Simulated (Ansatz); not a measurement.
Rb$_{2}$LiYBr$_{6}$:
```cif
data_Br24Li4Rb8Y4
_chemical_formula_sum 'Rb8 Li4 Y4 Br24'
_space_group_name_H-M_alt 'Fm-3m'
_space_group_IT_number 225
_space_group_name_Hall '-F 4 2 3'
_cell_length_a 10.60249
_cell_length_b 10.60249
_cell_length_c 10.60249
_cell_angle_alpha 90.000
_cell_angle_beta 90.000
_cell_angle_gamma 90.000
loop_
_atom_site_label
_atom_site_type_symbol
_atom_site_symmetry_multiplicity
_atom_site_Wyckoff_symbol
_atom_site_fract_x
_atom_site_fract_y
_atom_site_fract_z
_atom_site_occupancy
Rb1 Rb 8 c 0.25000 0.25000 0.25000 1
Li1 Li 4 b 0.50000 0.50000 0.50000 1
Y1 Y 4 a 0.00000 0.00000 0.00000 1
Br1 Br 24 e 0.00000 0.00000 0.25596 1
```
(The calculation used a cell of 10 atoms; values per cell refer to that cell.)

Relaxed with LDA.

**Question.** Which orbitals make up the states near the band edges in LDA (plane waves, PAW; program Ansatz)?

**Answer.** Top 1 eV of the valence band: Br 4p 97 %. Bottom 1 eV of the conduction band: Y 4d 75 %, Br 4p 13 %, outside the projected shells 7 %. Projections are on Löwdin-orthogonalised atomic valence shells; empty p or d shells of many metals are not among them.

**Question.** Tabulate the density of states.

**Answer.** States/eV per cell of 10 atoms, in 0.25 eV bins, energy from the valence-band maximum.

```csv
E (eV),total,Br 4p,Y 4d,Rb 5s
-7.85,0.00,0.00,0.00,0.00
-7.60,0.00,0.00,0.00,0.00
-7.35,0.00,0.00,0.00,0.00
-7.10,0.00,0.00,0.00,0.00
-6.85,0.00,0.00,0.00,0.00
-6.60,0.00,0.00,0.00,0.00
-6.35,0.00,0.00,0.00,0.00
-6.10,0.00,0.00,0.00,0.00
-5.85,0.00,0.00,0.00,0.00
-5.60,0.00,0.00,0.00,0.00
-5.35,0.00,0.00,0.00,0.00
-5.10,0.00,0.00,0.00,0.00
-4.85,0.00,0.00,0.00,0.00
-4.60,0.00,0.00,0.00,0.00
-4.35,0.00,0.00,0.00,0.00
-4.10,0.00,0.00,0.00,0.00
-3.85,0.03,0.02,0.00,0.00
-3.60,0.98,0.80,0.00,0.00
-3.35,3.43,2.81,0.11,0.01
-3.10,3.68,3.02,0.20,0.02
-2.85,6.85,5.86,0.36,0.12
-2.60,11.22,9.82,0.94,0.18
-2.35,13.31,11.77,0.89,0.32
-2.10,9.77,8.47,0.79,0.23
-1.85,9.82,8.69,0.72,0.08
-1.60,14.18,12.44,1.19,0.12
-1.35,12.23,11.38,0.48,0.06
-1.10,11.39,10.78,0.26,0.08
-0.85,12.32,11.82,0.24,0.04
-0.60,17.62,17.14,0.21,0.02
-0.35,12.27,12.09,0.05,0.01
-0.10,4.91,4.88,0.00,0.00
0.15,0.00,0.00,0.00,0.00
0.40,0.00,0.00,0.00,0.00
0.65,0.00,0.00,0.00,0.00
0.90,0.00,0.00,0.00,0.00
1.15,0.00,0.00,0.00,0.00
1.40,0.00,0.00,0.00,0.00
1.65,0.00,0.00,0.00,0.00
1.90,0.00,0.00,0.00,0.00
2.15,0.00,0.00,0.00,0.00
2.40,0.00,0.00,0.00,0.00
2.65,0.00,0.00,0.00,0.00
2.90,0.00,0.00,0.00,0.00
3.15,0.00,0.00,0.00,0.00
3.40,0.00,0.00,0.00,0.00
3.65,0.00,0.00,0.00,0.00
3.90,2.67,0.27,2.06,0.06
4.15,10.91,1.27,8.35,0.29
4.40,8.11,1.20,6.13,0.22
4.65,2.93,0.47,2.04,0.24
4.90,0.56,0.04,0.02,0.34
5.15,0.84,0.07,0.06,0.46
5.40,2.47,0.16,0.71,0.72
5.65,4.78,0.34,1.54,1.02
5.90,6.40,0.50,1.31,1.44
6.15,11.27,1.02,2.65,2.28
6.40,9.14,0.64,1.16,1.82
6.65,8.89,0.46,0.79,0.87
6.90,8.04,0.45,0.79,0.53
7.15,11.53,0.37,0.50,0.19
7.40,9.75,0.21,0.19,0.09
7.65,6.94,0.11,0.13,0.09
7.90,9.49,0.12,0.16,0.09
8.15,10.86,0.17,0.14,0.20
8.40,14.91,0.20,0.19,0.24
```

The workflow started from a Materials Project entry (that database holds measured and hypothetical structures alike); the Crystallography Open Database copy checked does not list it. Whether it is the stable phase at ambient conditions was not checked. Symmetry was held in the LDA relaxation; phonons on a q-mesh show weakly imaginary modes. The run is not spin-polarised. Scalar-relativistic: spin–orbit coupling is off unless named, which matters more the heavier the elements.

Potentials: the later of the program's two PAW sets.
